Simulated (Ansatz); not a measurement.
**S: stationary points along a deformation path**

Method: Ansatz 0.2.0, DFT LDA, scalar-relativistic, plane waves, PAW. The runs took a 420 eV cutoff, a Γ-centred 22×22×22 mesh and Gaussian smearing (0.15 eV). No spin polarisation. Energies are free energies at this smearing, counted from the undisturbed cell; pressure is positive in compression.

The undisturbed cell (as given, not relaxed at this level; it stands at -6.5 GPa; this fcc form isn't the usual structure):

```
S
1.0
     0.00000    1.99435    1.99435
     1.99435    0.00000    1.99435
     1.99435    1.99435    0.00000
S
1
Direct
  0.00000 0.00000 0.00000
```

At fixed volume and fractional coordinates, lengths along (0.000, 0.000, 1.000) are scaled against those across it; ρ is that ratio over its starting value. V = 15.865 Å³/atom. Δσ is the stress along the axis less the mean stress across it (compression positive).

| ρ | ΔE (meV/atom) | Δσ (GPa) | space group |
| --- | --- | --- | --- |
| 0.707 | -164.7 | 0.01 | Im-3m |
| 0.780 | -132.6 | -9.72 | I4/mmm |
| 0.850 | -67.2 | -12.00 | I4/mmm |
| 1.000 | 0.0 | 0.00 | Fm-3m |
| 1.200 | -91.7 | 13.93 | I4/mmm |
| 1.414 | -288.9 | 20.90 | I4/mmm |

How does the stress give the slope of the energy, and where is the energy stationary?

Along the path d ln(length) is 2/3 d ln ρ on the axis and −1/3 d ln ρ across it, so dE/d ln ρ = −(2/3) V Δσ: the energy falls with ρ where Δσ is positive. Δσ vanishes or changes sign at ρ = 0.707 (Im-3m, an end of the scan), at -164.7 meV/atom; at ρ = 1.000 (Fm-3m), a maximum at 0.0 meV/atom. Pairs of stationary points between two samples would go unseen, and could change a minimum read from distant neighbours into a maximum. At ρ = 0.707, 1.000 the cell is cubic, where symmetry alone makes the stress isotropic and the slope zero.

Is the start the lowest point of the path?

No: ρ = 1.414 lies 288.9 meV/atom lower, with no sampled rise above the start on the way. Volume and inner coordinates are held, so a relaxed structure there would lie lower still.

In a metal these slopes depend on the k mesh and the smearing.